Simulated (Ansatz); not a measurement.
## Cs₂HfSe₆, a known structure type with other elements, at an estimated volume

```
Hf Cs Se
1.0
     3.71317    6.43139    0.00000
    -3.71317    6.43139    0.00000
     0.00000    0.00000    5.81090
Hf Cs Se
1 2 6
Direct
  0.00000 0.00000 0.00000
  0.33330 0.33340 0.69200
  0.66670 0.66660 0.30800
  0.16000 0.68000 0.19800
  0.16000 0.16000 0.19800
  0.68000 0.16000 0.19800
  0.84000 0.32000 0.80200
  0.32000 0.84000 0.80200
  0.84000 0.84000 0.80200
```

Single point in Ansatz 0.2.0 with PBE, no spin polarisation. Cutoff 420 eV, PAW datasets, 5×5×6 Γ-centred k mesh, fermi-dirac filling (width 0.1 eV).

Q: Give the Bader charges.

A: Bader charges in e: Cs +0.76, Hf +1.70, Se -0.54. In the mean Hf gives up most and Se takes most.

Q: Is it stable against the elements?

A: -0.17 eV an atom against the elements' usual phases (free molecules for gases, crystals otherwise, with no correction for O₂ or N₂), so it is bound against them; other compounds may still compete. Relaxing would lower it.

Q: Which atom feels the largest force, and which way?

A: The largest is on Se4 (and as large on other atoms): 3.84 eV/Å, components (2.72, -1.57, 2.20). It makes 174° with the line to a nearest neighbour, Hf1 at 2.36 Å, pointing away from it.

Q: What does the stress say?

A: The pressure is 11.2 GPa (compression positive), so with the atoms held at these fractions the cell would first expand; the forces are large, so a full relaxation may end otherwise. The principal stresses 8.6, 12.4, 12.4 GPa differ, so its shape would change too.

Q: What do density and ELF say about some of the short contacts?

A: Hf–Se at 2.36 Å: least valence density 0.69 e/Å³ and ELF 0.40 there. Cs–Se at 3.63 Å: least valence density 0.07 e/Å³ and ELF 0.05 there. These are pseudo-fields; inside the PAW spheres they differ from the all-electron ones.

Q: Metal or insulator?

A: It is a metal, with about 13 states/eV a cell as the mean within 0.25 eV of the Fermi level, mostly Se p (96 %).

Origin: a known structure type with other elements, at an estimated volume, so it need not be a known compound. Caveats: many states at the Fermi level without spin polarisation, so a magnetic state may lie lower; atoms or cell far from equilibrium.
